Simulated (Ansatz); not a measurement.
Relaxed candidate structures of BaTe₂:

A. P4/nmm, origin choice 1 (No. 129), tP6; a = b = 4.642 Å, c = 10.458 Å, α = β = γ = 90.00°; Te 2a (0.000, 0.000, 0.000); Te 2c (0.500, 0.000, 0.378); Ba 2c (0.000, 0.500, 0.283)

B. P6₃/mmc (No. 194), hP12; a = b = 6.0085 Å, c = 16.5425 Å, α = β = 90.00°, γ = 120.00°; Ba 4f (0.333, 0.667, 0.110); Te 2a (0.000, 0.000, 0.000); Te 6h (0.333, 0.166, 0.250)

C. Fd-3m, origin choice 1 (No. 227), cF48, AFLOW prototype AB2_cF48_227_c_e (as in Ti2C); a = b = c = 12.611 Å, α = β = γ = 90.00°; Ba 16c (0.125, 0.125, 0.125); Te 32e (0.399, 0.399, 0.399)

D. Pnma (No. 62), oP12; a = 8.3492 Å, b = 4.5668 Å, c = 11.7261 Å, α = β = γ = 90.00°; Te 4c (0.137, 0.250, 0.657); Te 4c (0.101, 0.250, 0.044); Ba 4c (0.185, 0.250, 0.351)

### Question
Rank these by energy per atom (lowest first), as r2SCAN (plane waves to 500 eV, PAW, scalar-relativistic; Ansatz, a first-principles code) gives it.

### Answer
D (reference, the lowest among the structures calculated here), A (+0.15 eV/atom), B (+0.33 eV/atom), C (+0.80 eV/atom)

### Question
Which candidates are metallic at this level, and what gaps do the others have?

### Answer
No gap: A, B, C. D: 0.72 eV (no spin-orbit coupling).

Each run could gain symmetry but not lose that of its start, so entries can be saddle points. All of these are generated cells (placed on structure types, drawn at random, substituted or restacked) that were not matched to a known phase here. The real structure of this composition may not be among these, and whether this composition forms is not checked here. Energies are at zero temperature and pressure, without zero-point motion. No spin polarisation in the result. Spin-orbit coupling is missing; with elements this heavy it can move band edges by tenths of an eV or more. Gaps of cells over 8 atoms come from the SCF mesh and high-symmetry points alone.
